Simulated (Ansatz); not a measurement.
Relaxed-ion elastic tensor of TiO2 (rutile, P4_2/mnm) in GPa (Voigt order), DFT-r²SCAN in the program Ansatz with PAW potentials; density 4.25 g/cm³, 10.40 Å³ per atom.

```tsv
	1	2	3	4	5	6
1	291	198	165	0.0	0.0	0.0
2	198	291	165	0.0	0.0	0.0
3	165	165	517	0.0	0.0	0.0
4	0.0	0.0	0.0	128	0.0	0.0
5	0.0	0.0	0.0	0.0	128	0.0
6	0.0	0.0	0.0	0.0	0.0	237
```

### Question
Is the crystal mechanically stable?

### Answer
Yes: the smallest eigenvalue of C is 93.1 GPa.

### Question
Work out the Voigt, Reuss and Hill averages.

### Answer
K_V = 240, K_R = 230, K_H = 235; G_V = 137, G_R = 103, G_H = 120 GPa.

### Question
Give Young's modulus, Poisson's ratio, Pugh's ratio and the universal anisotropy index.

### Answer
E = 9KG/(3K + G) = 307 GPa; ν = 0.28; K/G = 1.96 (ductile by the Pugh limit of 1.75); A_U = 5G_V/G_R + K_V/K_R − 6 = 1.68.

### Question
Estimate the sound speeds and the Debye temperature.

### Answer
v_l = √((K + 4G/3)/ρ) = 9630 m/s, v_t = √(G/ρ) = 5310 m/s, mean 5920 m/s; Θ = (h/k)(3n/4πV)^(1/3) v_m = 807 K.

### Question
Solve the Christoffel equation for the three sound speeds along x, y, z.

### Answer
Eigenvalues of C_ijkl n_j n_l equal ρv². In km/s, slowest first: x 5.49, 7.46, 8.28; y 5.49, 7.46, 8.28; z 5.49, 5.49, 11.03.

### Question
How much does each axis shrink under pressure?

### Answer
Linear compressibilities β_i = Σ_j S_ij (j = 1 to 3): x 1.8, y 1.8, z 0.80 per TPa.

The cell was relaxed with r²SCAN under the symmetry of its start. No spin polarisation was allowed.

Potentials: the later of the program's two PAW sets.
